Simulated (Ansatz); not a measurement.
TiO2 (anatase)

```yaml
crystal:
  lattice:
    - [-1.89940, 1.89940, 4.85040]
    - [1.89940, -1.89940, 4.85040]
    - [1.89940, 1.89940, -4.85040]
  atoms:
    - { symbol: Ti, position: [0.50000, 0.50000, 0.00000] }
    - { symbol: Ti, position: [0.25000, 0.75000, 0.50000] }
    - { symbol: O, position: [0.29355, 0.29355, 0.00000] }
    - { symbol: O, position: [0.04355, 0.54355, 0.50000] }
    - { symbol: O, position: [0.45645, 0.95645, 0.50000] }
    - { symbol: O, position: [0.70645, 0.70645, 0.00000] }
```

This relaxed cell (volume V₀) is scaled evenly in all directions, its shape held. The atoms relax within the cell's symmetry.

Method: PBE (plane waves to 420 eV, PAW, scalar-relativistic; Ansatz, a first-principles code). k mesh 12×12×12 (Γ-centred), Fermi-Dirac smearing 0.05 eV. Energies are smeared free energies. With the shape held, the modulus is that of even scaling; a crystal free to change shape is softer. TiO2 is run without spin polarisation. TiO2 was relaxed with its symmetry unable to fall. The zero of ΔE is the relaxed starting cell.

| V (Å³/atom) | ΔE (meV/atom) |
|---|---|
| 9.799 | 240.3 |
| 10.111 | 157.9 |
| 10.422 | 95.7 |
| 10.733 | 51.1 |
| 11.044 | 21.6 |
| 11.355 | 5.1 |
| 11.666 | 0.0 |
| 11.977 | 4.6 |
| 12.288 | 17.7 |
| 12.599 | 38.0 |
| 12.910 | 64.5 |
| 13.221 | 96.4 |
| 13.532 | 132.8 |

What is the fitted pressure derivative B₀′?

4.5.

What bulk modulus at fixed cell shape B₀ follows from a third-order Birch-Murnaghan fit?

187 GPa. Check by three points about V = 11.666 Å³/atom, step 0.311: d²E/dV² ≈ (5.1 − 2·0.0 + 4.6) meV / 0.311² = 0.100 eV/Å⁶, and V·d²E/dV² × 160.2 = 187 GPa.

(A scan under strain: stresses follow from slopes of the energy per volume, elastic moduli from its curvatures.)
